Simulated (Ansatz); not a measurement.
AlP:
```yaml
crystal:
  lattice:
    - [0.00000, 2.73522, 2.73522]
    - [2.73522, 0.00000, 2.73522]
    - [2.73522, 2.73522, 0.00000]
  atoms:
    - { symbol: P, position: [0.75000, 0.75000, 0.75000] }
    - { symbol: Al, position: [0.00000, 0.00000, 0.00000] }
```

Cartesian axes are those of the cell as given.

Question: Give the high-frequency dielectric tensor and the Born effective charge tensors of the independent atoms from DFPT, PBEsol in the plane-wave PAW code Ansatz.

Answer: 
ε∞:
```
8.30  0.00  0.00
0.00  8.30  0.00
0.00  0.00  8.30
```
Z* of atom 1 (P), rows: field, columns: displacement, in e:
```
-2.23   0.00   0.00
 0.00  -2.23   0.00
 0.00   0.00  -2.23
```
Z* of atom 2 (Al), rows: field, columns: displacement, in e:
```
2.23  0.00  0.00
0.00  2.23  0.00
0.00  0.00  2.23
```

Static charges for comparison (Bader): P1 -2.08, Al2 +2.08 e. Born charges measure polarisation by displacement and can exceed these by far.

Space group F-43m (zinc blende). The PBEsol relaxation kept the symmetry of its start.

Potentials: the later of the program's two PAW sets.
